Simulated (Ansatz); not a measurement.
An Ansatz (a quantum-chemistry and plane-wave program) run. Input:

Ansatz 0.2 input:
```yaml
crystal:
  lattice:
    - [5.7738586663, 0.0, 0.0]
    - [0.0, 6.4312353349, 0.0]
    - [0.0, 0.0, 3.116427114]
  atoms:
    - { symbol: Fe, position: [0.0, 0.0, 0.0] }
    - { symbol: Fe, position: [0.5, 0.5, 0.5] }
    - { symbol: Sb, position: [0.1907139734, 0.3534939791, 0.0] }
    - { symbol: Sb, position: [0.8092860266, 0.6465060209, 0.0] }
    - { symbol: Sb, position: [0.6907139734, 0.1465060209, 0.5] }
    - { symbol: Sb, position: [0.3092860266, 0.8534939791, 0.5] }
kpoints:
  mp_grid: { grid: [7, 7, 13] }
hamiltonian:
  xc: pbesol
  pseudopotentials: { kind: paw }
scf:
  occupations: { method: fermi_dirac, width: 0.1 }
phonons:
  method: dfpt
  response_accuracy: low
  eigenvectors: true
  rigid_motions: translations
```

Output (shortened):

```
Pseudopotential: Fe, paw, valence charge 16
Pseudopotential: Sb, paw, valence charge 15
Functional definition: PBEsol
Crystal: 6 atoms, lattice volume = 115.722 Å³
Basis set: ecut = 420 eV, 2273 PW (Γ), exchange–correlation on 80×96×48 points (8 copies of the dense FFT grid, shifted against one another)
Bands: 56, of which v1, the nominal top of the filled ones, is band 46 counted from 1 (45 counted from 0)
Symmetry: 8 space group operations
k-points: 175 of 637 (irreducible under 2 space group operations, time reversal used)
SCF iter   1: F=—  HF=-34530.665790 eV  |F-HF|=—  |Δ(HF+E_count)|=         —  Δρ=1.63e-2  dr2=2.83e-1  ethr=1.77e-3  ⟨swp⟩=7.3  Hψ=37922  notcnv=0  defer=19
preconditioner: auto → Kerker (q_TF=auto, 2.626 Å⁻¹)
SCF iter   2: F=—  HF=-34530.646029 eV  |F-HF|=—  |Δ(HF+E_count)|=   1.98e-2  Δρ=6.70e-3  dr2=5.65e-2  ethr=3.08e-4  ⟨swp⟩=2.0  Hψ=12585  notcnv=0  defer=42
SCF iter   3: F=—  HF=-34530.641662 eV  |F-HF|=—  |Δ(HF+E_count)|=   4.37e-3  Δρ=8.02e-4  dr2=1.53e-3  ethr=6.14e-5  ⟨swp⟩=1.0  Hψ=9623  notcnv=0  defer=42
SCF iter   4: F=—  HF=-34530.641566 eV  |F-HF|=—  |Δ(HF+E_count)|=   9.52e-5  Δρ=2.20e-4  dr2=8.33e-5  ethr=1.66e-6  ⟨swp⟩=2.0  Hψ=11929  notcnv=0  defer=42
SCF iter   5: F=—  HF=-34530.641551 eV  |F-HF|=—  |Δ(HF+E_count)|=   1.54e-5  Δρ=1.06e-4  dr2=8.55e-6  ethr=9.05e-8  ⟨swp⟩=2.2  Hψ=13072  notcnv=0  defer=42
SCF iter   6: F=—  HF=-34530.641554 eV  |F-HF|=—  |Δ(HF+E_count)|=   3.36e-6  Δρ=4.28e-5  dr2=2.53e-6  ethr=9.29e-9  ⟨swp⟩=2.2  Hψ=17083  notcnv=0  defer=42
SCF iter   7: F=—  HF=-34530.641554 eV  |F-HF|=—  |Δ(HF+E_count)|=   6.18e-7  Δρ=2.02e-5  dr2=1.86e-7  ethr=2.75e-9  ⟨swp⟩=1.8  Hψ=13785  notcnv=0  defer=42
SCF iter   8: F=—  HF=-34530.641554 eV  |F-HF|=—  |Δ(HF+E_count)|=   6.46e-8  Δρ=6.51e-6  dr2=3.71e-8  ethr=2.02e-10  ⟨swp⟩=2.4  Hψ=17314  notcnv=0  defer=44
SCF iter  12: F=-34530.641554 eV  HF=-34530.641554 eV  |F-HF|=7.28e-12  |Δ(HF+E_count)|=  3.64e-11  Δρ=1.04e-7  dr2=9.70e-12  ethr=1.00e-12  ⟨swp⟩=8.4  Hψ=46748  notcnv=0
SCF 1 converged in 12 iterations: F = -34530.641554 eV  dr2 = 9.70e-12
DFPT response loops at Γ: preconditioner auto → Kerker (q_TF=auto, 2.626 Å⁻¹) (partly filled bands, converged f_vac=0.000) …
WARN: q = [0.0000, 0.0000, 0.0000]: the response loops show signs that the electronic state is unstable, or barely stable, against a charge, spin or orbital …
SCF converged after 12 iterations
Free energy (F): -34530.641554 eV
Harris-Foulkes:  -34530.641554 eV  (|F-HF|=7.28e-12)
Internal energy: -34530.535003 eV  (E = F + TS)
E sigma→0 (E₀):  -34530.588278 eV
Entropy (-TS):   -0.106550 eV (-17.758 meV/atom)
Fermi energy:    14.273867 eV
--- Per-component energies (eV) ---
  E_band       = -943.389706
  E_kinetic    = 1550.679077
  E_local      = -10776.753050  (includes V_loc(G=0)·N_el)
  E_nonlocal   = 1898.952586
  E_hartree    = 4832.168935
  E_xc         = -790.440594
  E_vxc        = -697.953353  (∫ρ·V_xc dr)
  E_paw        = -20674.742012  (= ΣΔE_a)
  E_vpaw       = -2582.654393  (= ΣTr[D̂ρ^β])
  E_aug_tail   = 0.001612  (compensation charges beyond the density's cutoff)
  E_ewald      = -10572.087389
  E_core_change = 1.685831  (= ΣΔE_core)
  E_smearing   = -0.106550  (= −TS)
  E_closure    =  0.000000  (closes the sum)
  Σ components = -34530.641554   (vs F -34530.641554, Δ=0.00e0)
  [band-id]    e_kinetic+e_local+e_nonlocal+2·e_hartree+e_vxc+e_vpaw+e_augmentation_tail = -943.389651   (vs E_band -943.389706, Δ=5.52e-5)
--- Band table (eV; the first three rows and the last of 175) ---
  k-point 0: bands = ["-71.8229", "-71.8228", "-38.1931", "-38.1929", "-38.1233", "-38.1233", "-37.8590", "-37.8589", "-14.5618", "-14.5510", "-14.4820", "-14.4788", "-14.4372", "-14.4132", "-14.3908", "-14.3761", "-14.3756", "-14.3670", "-14.3607", …
  k-point 1: bands = ["-71.8228", "-71.8228", "-38.1944", "-38.1943", "-38.1232", "-38.1232", "-37.8588", "-37.8588", "-14.5541", "-14.5438", "-14.4727", "-14.4696", "-14.4403", "-14.4171", "-14.3931", "-14.3792", "-14.3731", "-14.3647", "-14.3597", …
  k-point 2: bands = ["-71.8226", "-71.8225", "-38.1982", "-38.1981", "-38.1229", "-38.1228", "-37.8585", "-37.8585", "-14.5336", "-14.5245", "-14.4488", "-14.4468", "-14.4440", "-14.4277", "-14.3993", "-14.3873", "-14.3657", "-14.3586", "-14.3576", …
  k-point 174: bands = ["-71.8214", "-71.8214", "-38.2165", "-38.2165", "-38.1211", "-38.1211", "-37.8569", "-37.8569", "-14.4814", "-14.4800", "-14.4586", "-14.4564", "-14.4294", "-14.4289", "-14.3928", "-14.3922", "-14.3856", "-14.3853", "-14.3458", …
--- Phonons (Γ-DFPT): 6 representative perturbations + reference, on 175 of 637 k-points (Σ response iterations 30) ---
  ASR residual: 1.366e-3 → 0.000e0 eV/Å²; symmetrization residual: 7.688e-4 eV/Å²
  ASR residual per site (eV/Å²): 1.37e-3 1.37e-3 1.97e-4 1.97e-4 1.97e-4 1.97e-4
  Γ frequencies (cm⁻¹): 0.00 0.00 0.00 89.25 96.93 101.97 114.80 129.74 158.45 163.46 182.83 193.72 198.55 214.65 238.22 254.78 265.62 288.73
  non-analytic LO–TO correction: not included (Born effective charges unavailable; polar crystals: no LO–TO splitting at Γ)
```

Cost: around 16 core-minutes (rough) on shared cores.

Space group Pnnm. The first step of the workflow began from a Materials Project structure, measured or hypothetical; the Crystallography Open Database files this formula in space group No. 58, but the cells were not matched. Whether it is the stable phase at ambient conditions was not checked. The cell was relaxed with PBEsol under the symmetry of its start; of distortions, only those at the zone centre were tested. No spin polarisation was allowed. As this level gives no gap, phonon frequencies hold no LO–TO term and depend on the k-mesh and smearing (Fermi–Dirac, 0.1 eV here). Scalar-relativistic: spin–orbit coupling is off unless named, which matters more the heavier the elements.

Potentials: the later of the program's two PAW sets.

Ansatz is a plane-wave DFT program.
